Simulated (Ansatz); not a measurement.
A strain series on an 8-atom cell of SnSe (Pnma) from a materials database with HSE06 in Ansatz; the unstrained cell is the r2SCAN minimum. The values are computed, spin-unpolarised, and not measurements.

Input of the unstrained run:
```yaml
crystal:
  lattice:
    - [11.7392579279, 0.0, 0.0]
    - [0.0, 4.1294738267, 0.0]
    - [0.0, 0.0, 4.688083083]
  atoms:
    - { symbol: Sn, position: [0.6210944227, 0.75, 0.3785206049] }
    - { symbol: Sn, position: [0.8789055773, 0.25, 0.8785206049] }
    - { symbol: Sn, position: [0.3789055773, 0.25, 0.6214793951] }
    - { symbol: Sn, position: [0.1210944227, 0.75, 0.1214793951] }
    - { symbol: Se, position: [0.1484217487, 0.25, 0.5095942856] }
    - { symbol: Se, position: [0.6484217487, 0.25, 0.9904057144] }
    - { symbol: Se, position: [0.3515782513, 0.75, 0.0095942856] }
    - { symbol: Se, position: [0.8515782513, 0.75, 0.4904057144] }
kpoints:
  mp_grid: { grid: [2, 4, 4] }
  band_path:
    path:
      - [0.0, 0.0, 0.0]
      - [0.5, 0.0, 0.0]
      - [0.5, 0.5, 0.0]
      - [0.0, 0.5, 0.0]
      - [0.0, 0.0, 0.5]
      - [0.5, 0.0, 0.5]
      - [0.5, 0.5, 0.5]
      - [0.0, 0.5, 0.5]
      - [0.0, 0.3333333333, 0.0]
      - [0.0, 0.0, 0.320312]
      - [0.0, 0.341146, 0.0]
    npoints: 1
hamiltonian:
  xc: hse06
scf:
  occupations: { method: fixed }
  n_extra_bands: 6
output:
  forces: true
  stress: true
  eigenvalues: true
```

Its main results, and the levels near the gap at the points of the path (eV from the Fermi energy, bands numbered from 0, names kept under strain):
```
Crystal: 8 atoms, lattice volume = 227.264 Å³
Basis set: ecut = 420 eV, 4433 PW (Γ)
Symmetry: 8 space group operations
Space group: Pnma (ITA 62)
k-points: 18 of 32
Free energy (F): -45998.909832 eV
Fermi energy:    7.680149 eV
--- Forces (eV/Å), atoms counted from 1 ---
  atom   1  Sn      0.03299      0.00000      0.00190
  atom   2  Sn    -0.03299      0.00000      0.00190
  atom   3  Sn    -0.03299      0.00000    -0.00190
  atom   4  Sn      0.03299      0.00000    -0.00190
  atom   5  Se      0.00725      0.00000      0.01319
  atom   6  Se      0.00725      0.00000    -0.01319
  atom   7  Se    -0.00725      0.00000      0.01319
  atom   8  Se    -0.00725      0.00000    -0.01319
--- Stress (GPa, compression-positive) ---
       -0.393901       0.000000       0.000000
        0.000000      -0.182971       0.000000
        0.000000       0.000000      -0.736305
  P = ⅓ Tr σ = -0.4377 GPa (-4.377 kbar)
```
```tsv
point	band_57	band_58	band_59	band_60	band_61	band_62
Γ	-0.966	-0.721	-0.186	1.533	3.395	3.397
X	-1.790	-0.409	-0.409	3.106	3.106	3.206
S	-1.156	-1.156	-1.156	2.086	2.086	2.086
Y	-1.070	-0.940	-0.940	1.821	1.821	1.853
Z	-0.760	0.000	0.000	1.970	1.970	2.445
U	-0.520	-0.028	-0.028	1.999	1.999	2.456
R	-1.442	-1.442	-1.442	3.219	3.219	3.219
T	-2.136	-1.304	-1.304	3.404	3.404	3.654
(0,1/3,0)	-0.813	-0.801	-0.270	1.281	2.163	2.365
(0,0,0.320)	-0.510	-0.372	0.076	1.700	2.237	2.373
(0,0.341,0)	-0.831	-0.810	-0.297	1.276	2.178	2.319
```

Another run changes these blocks:
```yaml
crystal:
  lattice:
    - [11.7392579279, 0.0, 0.0]
    - [0.0, 4.1294738267, 0.0]
    - [0.0, 0.0, 4.5474405905]
  atoms:
    - { symbol: Sn, position: [0.620783327, 0.75, 0.389227264] }
    - { symbol: Sn, position: [0.879216673, 0.25, 0.889227264] }
    - { symbol: Sn, position: [0.379216673, 0.25, 0.610772736] }
    - { symbol: Sn, position: [0.120783327, 0.75, 0.110772736] }
    - { symbol: Se, position: [0.1480463256, 0.25, 0.5120129752] }
    - { symbol: Se, position: [0.6480463256, 0.25, 0.9879870248] }
    - { symbol: Se, position: [0.3519536744, 0.75, 0.0120129752] }
    - { symbol: Se, position: [0.8519536744, 0.75, 0.4879870248] }
kpoints:
  mp_grid: { grid: [2, 4, 4] }
  band_path:
    path:
      - [0.0, 0.0, 0.0]
      - [0.5, 0.0, 0.0]
      - [0.5, 0.5, 0.0]
      - [0.0, 0.5, 0.0]
      - [0.0, 0.0, 0.5]
      - [0.5, 0.0, 0.5]
      - [0.5, 0.5, 0.5]
      - [0.0, 0.5, 0.5]
      - [0.0, 0.3333333333, 0.0]
      - [0.0, 0.0, 0.330729]
      - [0.0, 0.33724, 0.0]
    npoints: 1
```

```
Crystal: 8 atoms, lattice volume = 220.446 Å³
Basis set: ecut = 420 eV, 4317 PW (Γ)
Symmetry: 8 space group operations
Space group: Pnma (ITA 62)
k-points: 18 of 32
Free energy (F): -45998.924394 eV
Fermi energy:    8.152726 eV
--- Forces (eV/Å), atoms counted from 1 ---
  atom   1  Sn      0.03515      0.00000      0.00500
  atom   2  Sn    -0.03515      0.00000      0.00500
  atom   3  Sn    -0.03515      0.00000    -0.00500
  atom   4  Sn      0.03515      0.00000    -0.00500
  atom   5  Se      0.00324      0.00000      0.01517
  atom   6  Se      0.00324      0.00000    -0.01517
  atom   7  Se    -0.00324      0.00000      0.01517
  atom   8  Se    -0.00324      0.00000    -0.01517
--- Stress (GPa, compression-positive) ---
       -0.070799       0.000000       0.000000
        0.000000       0.608184       0.000000
        0.000000       0.000000       0.138754
  P = ⅓ Tr σ = 0.2254 GPa (2.254 kbar)
```
```tsv
point	band_57	band_58	band_59	band_60	band_61	band_62
Γ	-1.231	-0.697	-0.287	1.261	3.454	3.533
X	-1.941	-0.456	-0.456	3.083	3.083	3.221
S	-1.076	-1.076	-1.076	2.040	2.040	2.040
Y	-0.985	-0.943	-0.943	1.701	1.701	1.914
Z	-0.766	0.000	0.000	1.918	1.918	2.369
U	-0.509	-0.010	-0.010	1.915	1.915	2.357
R	-1.620	-1.620	-1.620	3.127	3.127	3.127
T	-2.313	-1.495	-1.495	3.346	3.346	3.654
(0,1/3,0)	-0.868	-0.835	-0.193	1.176	2.026	2.366
(0,0,0.331)	-0.473	-0.381	0.071	1.582	2.095	2.234
(0,0.337,0)	-0.873	-0.840	-0.205	1.174	2.039	2.339
```

Problem. Which strain is this, and what did it do?

Solution. Uniaxial -3.0 % along z, other directions held, atoms relaxed again. HSE06: the gap goes from 1.201 to 1.103 eV (-0.098 eV).

Uniaxial -2.0 % along z, other directions held. The input changes in these blocks:
```yaml
crystal:
  lattice:
    - [11.7392579279, 0.0, 0.0]
    - [0.0, 4.1294738267, 0.0]
    - [0.0, 0.0, 4.5943214213]
  atoms:
    - { symbol: Sn, position: [0.6208818713, 0.75, 0.3854612998] }
    - { symbol: Sn, position: [0.8791181287, 0.25, 0.8854612998] }
    - { symbol: Sn, position: [0.3791181287, 0.25, 0.6145387002] }
    - { symbol: Sn, position: [0.1208818713, 0.75, 0.1145387002] }
    - { symbol: Se, position: [0.1480951274, 0.25, 0.5111801202] }
    - { symbol: Se, position: [0.6480951274, 0.25, 0.9888198798] }
    - { symbol: Se, position: [0.3519048726, 0.75, 0.0111801202] }
    - { symbol: Se, position: [0.8519048726, 0.75, 0.4888198798] }
kpoints:
  mp_grid: { grid: [2, 4, 4] }
  band_path:
    path:
      - [0.0, 0.0, 0.0]
      - [0.5, 0.0, 0.0]
      - [0.5, 0.5, 0.0]
      - [0.0, 0.5, 0.0]
      - [0.0, 0.0, 0.5]
      - [0.5, 0.0, 0.5]
      - [0.5, 0.5, 0.5]
      - [0.0, 0.5, 0.5]
      - [0.0, 0.3333333333, 0.0]
      - [0.0, 0.0, 0.328125]
      - [0.0, 0.338542, 0.0]
    npoints: 1
```

```
Crystal: 8 atoms, lattice volume = 222.719 Å³
Basis set: ecut = 420 eV, 4337 PW (Γ)
Symmetry: 8 space group operations
Space group: Pnma (ITA 62)
k-points: 18 of 32
Free energy (F): -45998.923650 eV
Fermi energy:    7.995303 eV
--- Forces (eV/Å), atoms counted from 1 ---
  atom   1  Sn      0.03611      0.00000      0.00555
  atom   2  Sn    -0.03611      0.00000      0.00555
  atom   3  Sn    -0.03611      0.00000    -0.00555
  atom   4  Sn      0.03611      0.00000    -0.00555
  atom   5  Se      0.00784      0.00000      0.01673
  atom   6  Se      0.00784      0.00000    -0.01673
  atom   7  Se    -0.00784      0.00000      0.01673
  atom   8  Se    -0.00784      0.00000    -0.01673
--- Stress (GPa, compression-positive) ---
       -0.205743       0.000000       0.000000
        0.000000       0.325705       0.000000
        0.000000       0.000000      -0.182048
  P = ⅓ Tr σ = -0.0207 GPa (-0.207 kbar)
```
```tsv
point	band_57	band_58	band_59	band_60	band_61	band_62
Γ	-1.143	-0.712	-0.257	1.351	3.430	3.481
X	-1.892	-0.447	-0.447	3.096	3.096	3.206
S	-1.109	-1.109	-1.109	2.051	2.051	2.051
Y	-0.992	-0.973	-0.973	1.737	1.737	1.886
Z	-0.764	0.000	0.000	1.931	1.931	2.390
U	-0.512	-0.018	-0.018	1.940	1.940	2.388
R	-1.563	-1.563	-1.563	3.155	3.155	3.155
T	-2.257	-1.434	-1.434	3.362	3.362	3.654
(0,1/3,0)	-0.854	-0.827	-0.225	1.206	2.070	2.362
(0,0,0.328)	-0.444	-0.422	0.071	1.618	2.141	2.273
(0,0.339,0)	-0.862	-0.834	-0.241	1.203	2.084	2.328
```

HSE06: the gap goes from 1.201 to 1.132 eV (-0.069 eV).

Uniaxial -1.0 % along z, other directions held. The input changes in these blocks:
```yaml
crystal:
  lattice:
    - [11.7392579279, 0.0, 0.0]
    - [0.0, 4.1294738267, 0.0]
    - [0.0, 0.0, 4.6412022522]
  atoms:
    - { symbol: Sn, position: [0.6209738065, 0.75, 0.3816326174] }
    - { symbol: Sn, position: [0.8790261935, 0.25, 0.8816326174] }
    - { symbol: Sn, position: [0.3790261935, 0.25, 0.6183673826] }
    - { symbol: Sn, position: [0.1209738065, 0.75, 0.1183673826] }
    - { symbol: Se, position: [0.1482431762, 0.25, 0.510665921] }
    - { symbol: Se, position: [0.6482431762, 0.25, 0.989334079] }
    - { symbol: Se, position: [0.3517568238, 0.75, 0.010665921] }
    - { symbol: Se, position: [0.8517568238, 0.75, 0.489334079] }
kpoints:
  mp_grid: { grid: [2, 4, 4] }
  band_path:
    path:
      - [0.0, 0.0, 0.0]
      - [0.5, 0.0, 0.0]
      - [0.5, 0.5, 0.0]
      - [0.0, 0.5, 0.0]
      - [0.0, 0.0, 0.5]
      - [0.5, 0.0, 0.5]
      - [0.5, 0.5, 0.5]
      - [0.0, 0.5, 0.5]
      - [0.0, 0.3333333333, 0.0]
      - [0.0, 0.0, 0.325521]
      - [0.0, 0.341146, 0.0]
    npoints: 1
```

```
Crystal: 8 atoms, lattice volume = 224.991 Å³
Basis set: ecut = 420 eV, 4385 PW (Γ)
Symmetry: 8 space group operations
Space group: Pnma (ITA 62)
k-points: 18 of 32
Free energy (F): -45998.918653 eV
Fermi energy:    7.837091 eV
--- Forces (eV/Å), atoms counted from 1 ---
  atom   1  Sn      0.03479      0.00000      0.00424
  atom   2  Sn    -0.03479      0.00000      0.00424
  atom   3  Sn    -0.03479      0.00000    -0.00424
  atom   4  Sn      0.03479      0.00000    -0.00424
  atom   5  Se      0.00751      0.00000      0.01468
  atom   6  Se      0.00751      0.00000    -0.01468
  atom   7  Se    -0.00751      0.00000      0.01468
  atom   8  Se    -0.00751      0.00000    -0.01468
--- Stress (GPa, compression-positive) ---
       -0.305283       0.000000       0.000000
        0.000000       0.058745       0.000000
        0.000000       0.000000      -0.474887
  P = ⅓ Tr σ = -0.2405 GPa (-2.405 kbar)
```
```tsv
point	band_57	band_58	band_59	band_60	band_61	band_62
Γ	-1.053	-0.718	-0.224	1.442	3.412	3.436
X	-1.841	-0.429	-0.429	3.105	3.105	3.202
S	-1.135	-1.135	-1.135	2.066	2.066	2.066
Y	-1.034	-0.956	-0.956	1.777	1.777	1.867
Z	-0.762	0.000	0.000	1.949	1.949	2.417
U	-0.515	-0.024	-0.024	1.968	1.968	2.423
R	-1.503	-1.503	-1.503	3.187	3.187	3.187
T	-2.200	-1.367	-1.367	3.381	3.381	3.657
(0,1/3,0)	-0.835	-0.814	-0.249	1.242	2.116	2.360
(0,0,0.326)	-0.459	-0.410	0.074	1.656	2.194	2.314
(0,0.341,0)	-0.851	-0.824	-0.276	1.239	2.134	2.313
```

HSE06: the gap goes from 1.201 to 1.165 eV (-0.036 eV).

Another run changes these blocks:
```yaml
crystal:
  lattice:
    - [11.7392579279, 0.0, 0.0]
    - [0.0, 4.1294738267, 0.0]
    - [0.0, 0.0, 4.7349639138]
  atoms:
    - { symbol: Sn, position: [0.6212215967, 0.75, 0.3750499904] }
    - { symbol: Sn, position: [0.8787784033, 0.25, 0.8750499904] }
    - { symbol: Sn, position: [0.3787784033, 0.25, 0.6249500096] }
    - { symbol: Sn, position: [0.1212215967, 0.75, 0.1249500096] }
    - { symbol: Se, position: [0.1485983031, 0.25, 0.5090445533] }
    - { symbol: Se, position: [0.6485983031, 0.25, 0.9909554467] }
    - { symbol: Se, position: [0.3514016969, 0.75, 0.0090445533] }
    - { symbol: Se, position: [0.8514016969, 0.75, 0.4909554467] }
kpoints:
  mp_grid: { grid: [2, 4, 4] }
  band_path:
    path:
      - [0.0, 0.0, 0.0]
      - [0.5, 0.0, 0.0]
      - [0.5, 0.5, 0.0]
      - [0.0, 0.5, 0.0]
      - [0.0, 0.0, 0.5]
      - [0.5, 0.0, 0.5]
      - [0.5, 0.5, 0.5]
      - [0.0, 0.5, 0.5]
      - [0.0, 0.3333333333, 0.0]
      - [0.0, 0.0, 0.317708]
      - [0.0, 0.34375, 0.0]
    npoints: 1
```

```
Crystal: 8 atoms, lattice volume = 229.537 Å³
Basis set: ecut = 420 eV, 4477 PW (Γ)
Symmetry: 8 space group operations
Space group: Pnma (ITA 62)
k-points: 18 of 32
Free energy (F): -45998.897794 eV
Fermi energy:    7.523555 eV
--- Forces (eV/Å), atoms counted from 1 ---
  atom   1  Sn      0.03039      0.00000    -0.00054
  atom   2  Sn    -0.03039      0.00000    -0.00054
  atom   3  Sn    -0.03039      0.00000      0.00054
  atom   4  Sn      0.03039      0.00000      0.00054
  atom   5  Se      0.00716      0.00000      0.00964
  atom   6  Se      0.00716      0.00000    -0.00964
  atom   7  Se    -0.00716      0.00000      0.00964
  atom   8  Se    -0.00716      0.00000    -0.00964
--- Stress (GPa, compression-positive) ---
       -0.473192       0.000000       0.000000
        0.000000      -0.409345       0.000000
        0.000000       0.000000      -0.968648
  P = ⅓ Tr σ = -0.6171 GPa (-6.171 kbar)
```
```tsv
point	band_57	band_58	band_59	band_60	band_61	band_62
Γ	-0.878	-0.719	-0.148	1.626	3.363	3.385
X	-1.738	-0.385	-0.385	3.106	3.106	3.217
S	-1.169	-1.169	-1.169	2.107	2.107	2.107
Y	-1.097	-0.917	-0.917	1.844	1.844	1.868
Z	-0.756	0.000	0.000	1.991	1.991	2.476
U	-0.522	-0.032	-0.032	2.029	2.029	2.492
R	-1.380	-1.380	-1.380	3.253	3.253	3.253
T	-2.073	-1.236	-1.236	3.427	3.427	3.656
(0,1/3,0)	-0.787	-0.783	-0.283	1.325	2.208	2.371
(0,0,0.318)	-0.539	-0.334	0.082	1.740	2.295	2.418
(0,0.344,0)	-0.813	-0.794	-0.320	1.318	2.223	2.314
```

Problem. Which strain is this, and what did it do?

Solution. Uniaxial +1.0 % along z, other directions held, atoms relaxed again. HSE06: the gap goes from 1.201 to 1.236 eV (+0.035 eV).

No spin-orbit coupling is included; it can move band edges with weight on the heavy atoms by tenths of an eV.

The stress of a hybrid is loosely converged in these runs.

The meshes of the hybrids are coarse, so their gaps aren't converged to the digits shown.
